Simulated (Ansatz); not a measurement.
## Wurtzite alloy of AlN and SiC (9 of 48 Al sites, 9 of 48 N sites exchanged), 96 atoms

Ansatz, PAW, plane waves. PBEsol relaxation of cell lengths and atoms (angles held) at the single k point (¼, ¼, ¼) without its symmetry partners; single points on the relaxed atoms at the single k point (¼, ¼, ¼) without its symmetry partners, onto which points of the small cell's zone fold. Arrangement: clustered. No spin–orbit coupling unless named.

Relaxed structure:

```xyz
96
Lattice="9.4289 0.0000 0.0000 0.0000 10.8502 0.0000 0.0000 0.0000 9.9457" Properties=species:S:1:pos:R:3 pbc="T T T"
Al    1.5666    0.9071    2.5324
Al    1.5961    0.9348    7.4108
Al    9.4253    3.5669    2.5058
Al    9.4264    3.6379    7.3406
Al    4.7109    0.9039    2.5331
Al    4.7117    0.9780    7.4253
Al    3.1327    3.5683    2.5047
Al    3.1263    3.6696    7.3792
Al    1.5409    6.3384    2.4790
Al    1.5585    6.2824    7.4441
Al    9.4264    9.0585    2.4748
Al    9.4263    9.0155    7.4590
Al    7.8564    0.9068    2.5330
Al    7.8271    0.9349    7.4107
Al    6.2885    3.5680    2.5060
Al    6.2975    3.6690    7.3793
Al    4.7119    6.2970    2.4009
Al    3.1448    9.0567    2.4217
Al    7.8820    6.3383    2.4791
Al    7.8655    6.2827    7.4443
Al    6.2791    9.0569    2.4219
Al    9.4262    1.7640    4.9102
Al    9.4277    1.8657    0.0466
Al    3.1475    1.7924    4.8974
Al    3.1218    1.7903    0.0717
Al    1.5743    4.5247    4.8052
Al    1.5811    4.4005    0.1363
Al    9.4264    7.2495    4.9783
Al    9.4268    7.2206    0.0456
Al    6.2756    1.7920    4.8968
Al    6.3034    1.7891    0.0735
Al    4.7116    4.5641    4.8811
Al    3.1557    7.2463    4.9141
Al    1.5965    9.9219    4.9555
Al    7.8490    4.5249    4.8053
Al    7.8451    4.3988    0.1376
Al    6.2682    7.2464    4.9144
Al    4.7119    9.9156    4.9322
Al    7.8277    9.9218    4.9559
Si    4.7120    6.4033    7.4660
Si    3.1657    9.0160    7.4688
Si    6.2581    9.0163    7.4691
Si    4.7135    4.1170    0.1540
Si    3.1389    7.2583    0.0066
Si    1.5149   10.0269    0.0322
Si    6.2859    7.2584    0.0068
Si    4.7127   10.0076    0.0144
Si    7.9107   10.0276    0.0324
C     9.4259    1.6865    1.9442
C     3.1426    1.6947    1.9687
C     1.5747    4.5551    2.0526
C     6.2802    1.6943    1.9710
C     4.7112    4.5195    1.8756
C     7.8462    4.5548    2.0538
C     9.4277    3.6621    9.2526
C     3.2008    3.6236    9.2966
C     6.2256    3.6210    9.2972
N     9.4261    1.6985    6.8326
N     3.1533    1.7920    6.8288
N     1.5914    4.5838    6.7463
N     9.4261    7.3122    1.9009
N     9.4265    7.2470    6.9124
N     6.2697    1.7915    6.8282
N     4.7117    4.7982    6.8349
N     3.1665    7.3050    1.7397
N     3.2412    7.3234    6.9154
N     1.5765    9.8447    1.7546
N     1.7061    9.8097    6.9111
N     7.8325    4.5838    6.7469
N     6.2574    7.3052    1.7397
N     6.1830    7.3237    6.9157
N     4.7120    9.8425    1.7278
N     4.7119    9.7915    6.9468
N     7.8478    9.8449    1.7547
N     7.7180    9.8100    6.9118
N     1.5810    0.8227    4.4725
N     1.5881    0.7398    9.2994
N     9.4260    3.5726    4.4956
N     4.7111    0.8141    4.4799
N     4.7123    0.7171    9.2977
N     3.1819    3.6100    4.4831
N     1.5820    6.4426    4.4142
N     1.6839    6.5700    9.3237
N     9.4265    9.0712    4.3998
N     9.4264    9.1648    9.3939
N     7.8424    0.8224    4.4730
N     7.8373    0.7407    9.2996
N     6.2409    3.6099    4.4843
N     4.7120    6.4109    4.3222
N     4.7123    6.7432    9.2289
N     3.1559    9.0387    4.3222
N     3.1407    9.0793    9.3285
N     7.8418    6.4427    4.4141
N     7.7409    6.5715    9.3239
N     6.2680    9.0389    4.3223
N     6.2827    9.0801    9.3284
```

Question: What are the mean bond lengths by pair (pairs within 1.2 times the sum of covalent radii, less contacts 15 % beyond the pair's median; cation–cation pairs of compounds aside; long ionic contacts are cut short by that bound)?

Answer: Al–C 1.908 ± 0.043 Å (standard deviation, 33 bonds); Al–N 1.927 ± 0.066 Å (standard deviation, 121 bonds); C–Si 1.778 ± 0.007 Å (standard deviation, 3 bonds); N–Si 1.805 ± 0.084 Å (standard deviation, 32 bonds).

Question: What gap lies between the top filled and the lowest empty level in the single points?

Answer: r²SCAN 1.55 eV (14 s on NVIDIA H100). Away from Γ this isn't the crystal's band gap.
